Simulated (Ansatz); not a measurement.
A relaxation computed with Ansatz, from input to last step.

```yaml
crystal:
  lattice:
    - [6.6095097823, 0.0, 0.0]
    - [0.0, 3.81524135, 0.0]
    - [-1.5244608011, 0.0, 10.6527631614]
  atoms:
    - { symbol: Ti, position: [0.55095885, 0.75, 0.89860779] }
    - { symbol: Ti, position: [0.44904115, 0.25, 0.10139221] }
    - { symbol: Ti, position: [0.6929379, 0.75, 0.56477352] }
    - { symbol: Ti, position: [0.3070621, 0.25, 0.43522648] }
    - { symbol: Ti, position: [0.25322731, 0.75, 0.6554101] }
    - { symbol: Ti, position: [0.74677269, 0.25, 0.3445899] }
    - { symbol: Pb, position: [0.00458994, 0.75, 0.15029122] }
    - { symbol: Pb, position: [0.99541006, 0.25, 0.84970878] }
    - { symbol: O, position: [0.47464688, 0.75, 0.07360568] }
    - { symbol: O, position: [0.52535312, 0.25, 0.92639432] }
    - { symbol: O, position: [0.74418342, 0.75, 0.38273238] }
    - { symbol: O, position: [0.25581658, 0.25, 0.61726762] }
    - { symbol: O, position: [0.35618652, 0.75, 0.47902633] }
    - { symbol: O, position: [0.64381348, 0.25, 0.52097367] }
    - { symbol: O, position: [0.83268109, 0.75, 0.94414491] }
    - { symbol: O, position: [0.16731891, 0.25, 0.05585509] }
    - { symbol: O, position: [0.95528466, 0.75, 0.62913097] }
    - { symbol: O, position: [0.04471534, 0.25, 0.37086903] }
    - { symbol: O, position: [0.5653504, 0.75, 0.71418078] }
    - { symbol: O, position: [0.4346496, 0.25, 0.28581922] }
    - { symbol: O, position: [0.24982998, 0.75, 0.82462015] }
    - { symbol: O, position: [0.75017002, 0.25, 0.17537985] }
basis:
  ecutwfc: 420
kpoints:
  mp_grid: { grid: [4, 8, 4] }
hamiltonian:
  xc: pbesol
scf:
  occupations: { method: gaussian, width: 0.02 }
output:
  forces: true
  stress: true
  eigenvalues: true
  write_density: true
  write_potential: true
  elf: true
  volumetric_format: npy
relax:
  adjacent_minimum: "off"
  f_tol: 0.005
  max_steps: 80
  cell: { stress_tol: 0.05 }
```

```bash
ansatz run input.yaml --threads 4 --pin off --max-ram 10240MiB --backend cpu --events-out ev --progress --plain --runs-dir out
```

The calculation used DFT PBEsol, scalar-relativistic, plane waves, PAW in Ansatz 0.2.0.

Of 11 frames 8 are shown, positions in Å and forces in eV/Å; the SCF threshold varies from step to step. Steps run on the plane waves of an earlier cell, with a Pulay correction in the pressure. The basis is chosen afresh for the last frame, the zero of the energies, and at times for earlier ones too; energy and pressure can step there, also at an unchanged geometry. Where two frames share a geometry here, they differ by under 2 meV/atom and 0.3 GPa. The mark taken_back stands on steps that the optimiser undid.

```xyz
22
Lattice="6.6095 0.0000 0.0000 0.0000 3.8152 0.0000 -1.5245 0.0000 10.6528" Properties=species:S:1:pos:R:3:forces:R:3 pbc="T T T" step=1 free_energy_over_end_meV_per_atom=1.44 pressure_GPa=-2.55
Ti    2.2717    2.8614    9.5727   -0.0007    0.0000    0.0572
Ti    2.8134    0.9538    1.0801    0.0007    0.0000   -0.0572
Ti    3.7190    2.8614    6.0164    0.0901    0.0000    0.0491
Ti    1.3660    0.9538    4.6364   -0.0901    0.0000   -0.0491
Ti    0.6746    2.8614    6.9819    0.0057    0.0000    0.0685
Ti    4.4105    0.9538    3.6708   -0.0057    0.0000   -0.0685
Pb   -0.1988    2.8614    1.6010   -0.0353    0.0000   -0.0408
Pb    5.2838    0.9538    9.0517    0.0353    0.0000    0.0408
O     3.0250    2.8614    0.7841   -0.0066    0.0000   -0.0515
O     2.0601    0.9538    9.8687    0.0066    0.0000    0.0515
O     4.3352    2.8614    4.0772   -0.0009    0.0000    0.0349
O     0.7498    0.9538    6.5756    0.0009    0.0000   -0.0349
O     1.6240    2.8614    5.1030    0.0027    0.0000    0.0185
O     3.4611    0.9538    5.5498   -0.0027    0.0000   -0.0185
O     4.0643    2.8614   10.0578   -0.1180    0.0000   -0.1041
O     1.0207    0.9538    0.5950    0.1180    0.0000    0.1041
O     5.3549    2.8614    6.7020   -0.1176    0.0000   -0.0418
O    -0.2698    0.9538    3.9508    0.1176    0.0000    0.0418
O     2.6479    2.8614    7.6080    0.0067    0.0000   -0.0121
O     2.4371    0.9538    3.0448   -0.0067    0.0000    0.0121
O     0.3942    2.8614    8.7845    0.0722    0.0000   -0.1743
O     4.6909    0.9538    1.8683   -0.0722    0.0000    0.1743
22
Lattice="6.5831 0.0000 0.0067 0.0000 3.8006 0.0000 -1.5075 0.0000 10.6113" Properties=species:S:1:pos:R:3:forces:R:3 pbc="T T T" step=2 free_energy_over_end_meV_per_atom=-0.37 pressure_GPa=-0.33
Ti    2.2723    2.8505    9.5394    0.0488    0.0000   -0.0092
Ti    2.8033    0.9502    1.0787   -0.0488    0.0000    0.0092
Ti    3.7111    2.8505    5.9974    0.0350    0.0000    0.0585
Ti    1.3644    0.9502    4.6206   -0.0350    0.0000   -0.0585
Ti    0.6794    2.8505    6.9591    0.0176    0.0000   -0.0093
Ti    4.3961    0.9502    3.6589   -0.0176    0.0000    0.0093
Pb   -0.2105    2.8505    1.5908    0.0374    0.0000    0.0457
Pb    5.2860    0.9502    9.0272   -0.0374    0.0000   -0.0457
O     3.0120    2.8505    0.7860    0.0117    0.0000   -0.0190
O     2.0636    0.9502    9.8320   -0.0117    0.0000    0.0190
O     4.3256    2.8505    4.0643    0.0122    0.0000   -0.0005
O     0.7499    0.9502    6.5537   -0.0122    0.0000    0.0005
O     1.6256    2.8505    5.0849   -0.0092    0.0000    0.0082
O     3.4499    0.9502    5.5331    0.0092    0.0000   -0.0082
O     4.0639    2.8505   10.0093   -0.1045    0.0000   -0.0071
O     1.0117    0.9502    0.6088    0.1045    0.0000    0.0071
O     5.3386    2.8505    6.6886   -0.0392    0.0000   -0.0337
O    -0.2630    0.9502    3.9294    0.0392    0.0000    0.0337
O     2.6464    2.8505    7.5838   -0.0240    0.0000   -0.0124
O     2.4291    0.9502    3.0342    0.0240    0.0000    0.0124
O     0.3984    2.8505    8.7561    0.0740    0.0000   -0.0558
O     4.6771    0.9502    1.8620   -0.0740    0.0000    0.0558
22
Lattice="6.5852 0.0000 0.0015 0.0000 3.7958 0.0000 -1.5165 0.0000 10.6061" Properties=species:S:1:pos:R:3:forces:R:3 pbc="T T T" step=3 free_energy_over_end_meV_per_atom=-0.57 pressure_GPa=0.02
Ti    2.2652    2.8468    9.5313    0.0086    0.0000    0.0176
Ti    2.8035    0.9489    1.0763   -0.0086    0.0000   -0.0176
Ti    3.7075    2.8468    5.9946    0.0115    0.0000    0.0306
Ti    1.3612    0.9489    4.6130   -0.0115    0.0000   -0.0306
Ti    0.6756    2.8468    6.9488    0.0104    0.0000    0.0297
Ti    4.3931    0.9489    3.6588   -0.0104    0.0000   -0.0297
Pb   -0.2035    2.8468    1.5982    0.0046    0.0000   -0.0088
Pb    5.2722    0.9489    9.0093   -0.0046    0.0000    0.0088
O     3.0137    2.8468    0.7819   -0.0021    0.0000    0.0016
O     2.0550    0.9489    9.8256    0.0021    0.0000   -0.0016
O     4.3241    2.8468    4.0635    0.0081    0.0000   -0.0054
O     0.7446    0.9489    6.5440   -0.0081    0.0000    0.0054
O     1.6234    2.8468    5.0779   -0.0047    0.0000   -0.0054
O     3.4453    0.9489    5.5296    0.0047    0.0000    0.0054
O     4.0527    2.8468   10.0063   -0.0173    0.0000   -0.0189
O     1.0161    0.9489    0.6012    0.0173    0.0000    0.0189
O     5.3365    2.8468    6.6781   -0.0400    0.0000   -0.0093
O    -0.2677    0.9489    3.9294    0.0400    0.0000    0.0093
O     2.6401    2.8468    7.5773    0.0181    0.0000   -0.0219
O     2.4286    0.9489    3.0302   -0.0181    0.0000    0.0219
O     0.3954    2.8468    8.7440    0.0068    0.0000   -0.0243
O     4.6734    0.9489    1.8635   -0.0068    0.0000    0.0243
22
Lattice="6.5908 0.0000 0.0039 0.0000 3.7937 0.0000 -1.5139 0.0000 10.6091" Properties=species:S:1:pos:R:3:forces:R:3 pbc="T T T" step=5 free_energy_over_end_meV_per_atom=-0.55 pressure_GPa=0.01 taken_back
Ti    2.2716    2.8453    9.5353   -0.0286    0.0000   -0.0014
Ti    2.8053    0.9484    1.0777    0.0286    0.0000    0.0014
Ti    3.7167    2.8453    6.0014    0.0305    0.0000   -0.0225
Ti    1.3602    0.9484    4.6116   -0.0305    0.0000    0.0225
Ti    0.6845    2.8453    6.9520   -0.0416    0.0000   -0.0022
Ti    4.3924    0.9484    3.6610    0.0416    0.0000    0.0022
Pb   -0.2053    2.8453    1.5960   -0.0152    0.0000    0.0286
Pb    5.2822    0.9484    9.0169    0.0152    0.0000   -0.0286
O     3.0184    2.8453    0.7834   -0.0079    0.0000   -0.0008
O     2.0585    0.9484    9.8296    0.0079    0.0000    0.0008
O     4.3312    2.8453    4.0669   -0.0048    0.0000    0.0026
O     0.7457    0.9484    6.5461    0.0048    0.0000   -0.0026
O     1.6251    2.8453    5.0792    0.0008    0.0000   -0.0091
O     3.4518    0.9484    5.5338   -0.0008    0.0000    0.0091
O     4.0578    2.8453   10.0084   -0.0002    0.0000   -0.0073
O     1.0191    0.9484    0.6046    0.0002    0.0000    0.0073
O     5.3439    2.8453    6.6847   -0.0344    0.0000    0.0007
O    -0.2670    0.9484    3.9283    0.0344    0.0000   -0.0007
O     2.6435    2.8453    7.5790    0.0191    0.0000    0.0181
O     2.4334    0.9484    3.0340   -0.0191    0.0000   -0.0181
O     0.4003    2.8453    8.7461    0.0109    0.0000    0.0110
O     4.6766    0.9484    1.8669   -0.0109    0.0000   -0.0110
22
Lattice="6.5922 0.0000 0.0023 0.0000 3.7930 0.0000 -1.5168 0.0000 10.6099" Properties=species:S:1:pos:R:3:forces:R:3 pbc="T T T" step=6 free_energy_over_end_meV_per_atom=-0.56 pressure_GPa=0.01
Ti    2.2689    2.8447    9.5346    0.0045    0.0000   -0.0026
Ti    2.8065    0.9482    1.0775   -0.0045    0.0000    0.0026
Ti    3.7142    2.8447    6.0001   -0.0055    0.0000   -0.0004
Ti    1.3612    0.9482    4.6120    0.0055    0.0000    0.0004
Ti    0.6786    2.8447    6.9518    0.0002    0.0000   -0.0071
Ti    4.3968    0.9482    3.6603   -0.0002    0.0000    0.0071
Pb   -0.2061    2.8447    1.5973    0.0007    0.0000    0.0029
Pb    5.2815    0.9482    9.0148   -0.0007    0.0000   -0.0029
O     3.0178    2.8447    0.7821    0.0002    0.0000    0.0001
O     2.0575    0.9482    9.8300   -0.0002    0.0000   -0.0001
O     4.3321    2.8447    4.0667    0.0017    0.0000   -0.0046
O     0.7432    0.9482    6.5454   -0.0017    0.0000    0.0046
O     1.6243    2.8447    5.0795    0.0000    0.0000   -0.0011
O     3.4511    0.9482    5.5327    0.0000    0.0000    0.0011
O     4.0560    2.8447   10.0072    0.0022    0.0000   -0.0038
O     1.0194    0.9482    0.6049   -0.0022    0.0000    0.0038
O     5.3408    2.8447    6.6844   -0.0002    0.0000    0.0088
O    -0.2654    0.9482    3.9277    0.0002    0.0000   -0.0088
O     2.6428    2.8447    7.5789    0.0019    0.0000    0.0035
O     2.4326    0.9482    3.0332   -0.0019    0.0000   -0.0035
O     0.3991    2.8447    8.7461   -0.0023    0.0000    0.0002
O     4.6763    0.9482    1.8661    0.0023    0.0000   -0.0002
22
Lattice="6.5922 0.0000 0.0019 0.0000 3.7927 0.0000 -1.5175 0.0000 10.6115" Properties=species:S:1:pos:R:3:forces:R:3 pbc="T T T" step=7 free_energy_over_end_meV_per_atom=-0.56 pressure_GPa=0.00
Ti    2.2686    2.8445    9.5358    0.0008    0.0000   -0.0012
Ti    2.8061    0.9482    1.0775   -0.0008    0.0000    0.0012
Ti    3.7135    2.8445    6.0013   -0.0028    0.0000   -0.0013
Ti    1.3612    0.9482    4.6120    0.0028    0.0000    0.0013
Ti    0.6781    2.8445    6.9524   -0.0018    0.0000   -0.0014
Ti    4.3966    0.9482    3.6609    0.0018    0.0000    0.0014
Pb   -0.2067    2.8445    1.5977   -0.0005    0.0000    0.0024
Pb    5.2814    0.9482    9.0157    0.0005    0.0000   -0.0024
O     3.0178    2.8445    0.7818    0.0008    0.0000   -0.0007
O     2.0569    0.9482    9.8316   -0.0008    0.0000    0.0007
O     4.3324    2.8445    4.0674    0.0003    0.0000    0.0000
O     0.7423    0.9482    6.5460   -0.0003    0.0000    0.0000
O     1.6238    2.8445    5.0798    0.0017    0.0000    0.0018
O     3.4509    0.9482    5.5336   -0.0017    0.0000   -0.0018
O     4.0558    2.8445   10.0078   -0.0007    0.0000   -0.0014
O     1.0189    0.9482    0.6056    0.0007    0.0000    0.0014
O     5.3397    2.8445    6.6866    0.0014    0.0000    0.0040
O    -0.2650    0.9482    3.9268   -0.0014    0.0000   -0.0040
O     2.6423    2.8445    7.5800    0.0007    0.0000   -0.0010
O     2.4324    0.9482    3.0333   -0.0007    0.0000    0.0010
O     0.3988    2.8445    8.7467   -0.0003    0.0000    0.0011
O     4.6759    0.9482    1.8666    0.0003    0.0000   -0.0011
22
Lattice="6.5911 0.0000 0.0015 0.0000 3.7915 0.0000 -1.5178 0.0000 10.6073" Properties=species:S:1:pos:R:3:forces:R:3 pbc="T T T" step=9 free_energy_over_end_meV_per_atom=-0.04 pressure_GPa=0.05
Ti    2.2676    2.8436    9.5317    0.0058    0.0000    0.0048
Ti    2.8056    0.9479    1.0771   -0.0058    0.0000   -0.0048
Ti    3.7117    2.8436    5.9984    0.0053    0.0000    0.0089
Ti    1.3616    0.9479    4.6104   -0.0053    0.0000   -0.0089
Ti    0.6768    2.8436    6.9500   -0.0058    0.0000    0.0073
Ti    4.3964    0.9479    3.6588    0.0058    0.0000   -0.0073
Pb   -0.2055    2.8436    1.5981    0.0005    0.0000   -0.0018
Pb    5.2787    0.9479    9.0108   -0.0005    0.0000    0.0018
O     3.0174    2.8436    0.7819    0.0004    0.0000   -0.0002
O     2.0558    0.9479    9.8269   -0.0004    0.0000    0.0002
O     4.3323    2.8436    4.0653   -0.0012    0.0000    0.0014
O     0.7409    0.9479    6.5435    0.0012    0.0000   -0.0014
O     1.6237    2.8436    5.0777    0.0022    0.0000    0.0023
O     3.4495    0.9479    5.5312   -0.0022    0.0000   -0.0023
O     4.0548    2.8436   10.0034   -0.0029    0.0000    0.0020
O     1.0184    0.9479    0.6054    0.0029    0.0000   -0.0020
O     5.3375    2.8436    6.6849    0.0009    0.0000   -0.0027
O    -0.2642    0.9479    3.9239   -0.0009    0.0000    0.0027
O     2.6411    2.8436    7.5771   -0.0027    0.0000   -0.0053
O     2.4321    0.9479    3.0317    0.0027    0.0000    0.0053
O     0.3974    2.8436    8.7441    0.0034    0.0000   -0.0054
O     4.6759    0.9479    1.8647   -0.0034    0.0000    0.0054
22
Lattice="6.5912 0.0000 0.0016 0.0000 3.7919 0.0000 -1.5176 0.0000 10.6093" Properties=species:S:1:pos:R:3:forces:R:3 pbc="T T T" step=11 free_energy_over_end_meV_per_atom=0.00 pressure_GPa=0.00
Ti    2.2681    2.8439    9.5337    0.0005    0.0000    0.0005
Ti    2.8054    0.9480    1.0772   -0.0005    0.0000   -0.0005
Ti    3.7122    2.8439    6.0000   -0.0036    0.0000   -0.0010
Ti    1.3613    0.9480    4.6110    0.0036    0.0000    0.0010
Ti    0.6771    2.8439    6.9513    0.0006    0.0000   -0.0015
Ti    4.3965    0.9480    3.6597   -0.0006    0.0000    0.0015
Pb   -0.2060    2.8439    1.5980   -0.0004    0.0000    0.0002
Pb    5.2795    0.9480    9.0130    0.0004    0.0000   -0.0002
O     3.0173    2.8439    0.7818    0.0003    0.0000   -0.0001
O     2.0562    0.9480    9.8292   -0.0003    0.0000    0.0001
O     4.3322    2.8439    4.0664    0.0004    0.0000    0.0003
O     0.7413    0.9480    6.5446   -0.0004    0.0000   -0.0003
O     1.6238    2.8439    5.0788    0.0000    0.0000    0.0002
O     3.4498    0.9480    5.5322    0.0000    0.0000   -0.0002
O     4.0551    2.8439   10.0056   -0.0002    0.0000    0.0003
O     1.0185    0.9480    0.6054    0.0002    0.0000   -0.0003
O     5.3380    2.8439    6.6861    0.0020    0.0000    0.0010
O    -0.2644    0.9480    3.9249   -0.0020    0.0000   -0.0010
O     2.6413    2.8439    7.5784    0.0011    0.0000   -0.0001
O     2.4322    0.9480    3.0326   -0.0011    0.0000    0.0001
O     0.3981    2.8439    8.7453   -0.0011    0.0000    0.0015
O     4.6754    0.9480    1.8656    0.0011    0.0000   -0.0015
```

Time: 2.9 min on 4 threads of Intel(R) Xeon(R) 6975P-C (Granite Rapids), on a shared host, peak memory 1.8 GiB.

Spin–orbit coupling is left out, which can shift energies with elements as heavy as these.